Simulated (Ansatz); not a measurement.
Ge2Sb2Te5 (Ge2Sb2Te5-Kooi type, space group P-3m1)

```cif
data_Ge2Sb2Te5
_chemical_formula_sum 'Te5 Ge2 Sb2'
_space_group_name_H-M_alt 'P 1'
_space_group_IT_number 1
_cell_length_a 4.29363
_cell_length_b 4.29363
_cell_length_c 17.63591
_cell_angle_alpha 90.000
_cell_angle_beta 90.000
_cell_angle_gamma 120.000
loop_
_space_group_symop_operation_xyz
  'x, y, z'
loop_
_atom_site_label
_atom_site_type_symbol
_atom_site_fract_x
_atom_site_fract_y
_atom_site_fract_z
_atom_site_occupancy
Te1 Te 0.00000 0.00000 0.00000 1
Ge1 Ge 0.66667 0.33333 0.09824 1
Ge2 Ge 0.33333 0.66667 0.90176 1
Te2 Te 0.33333 0.66667 0.19409 1
Te3 Te 0.66667 0.33333 0.80591 1
Sb1 Sb 0.00000 0.00000 0.30944 1
Sb2 Sb 0.00000 0.00000 0.69056 1
Te4 Te 0.66667 0.33333 0.40641 1
Te5 Te 0.33333 0.66667 0.59359 1
```

This relaxed cell (volume V₀) is scaled evenly in all directions, its shape held. The atoms relax within the cell's symmetry.

Computed with PBE (plane waves to 420 eV, PAW, scalar-relativistic; Ansatz, a program for electronic structure). k mesh 9×9×2 (Γ-centred), Fermi-Dirac smearing 0.05 eV. The energy includes the smearing's −TS. Compression counts positive. With the shape held, the modulus is that of even scaling; a crystal free to change shape is softer. Ge2Sb2Te5 was relaxed with its symmetry unable to fall. Spin-orbit coupling is left out, though Sb and Te are heavy. The PAW data are Ansatz's earlier set. ΔE is measured from the relaxed starting cell.

The scan covers V/V₀ from 0.900 to 1.100 in 13 points.

**Question.** What is the fitted pressure derivative B₀′?

**Answer.** 8.8.

**Question.** What bulk modulus at fixed cell shape B₀ follows from a third-order Birch-Murnaghan fit?

**Answer.** 25.1 GPa.

(A scan under strain: stresses follow from slopes of the energy per volume, elastic moduli from its curvatures.)
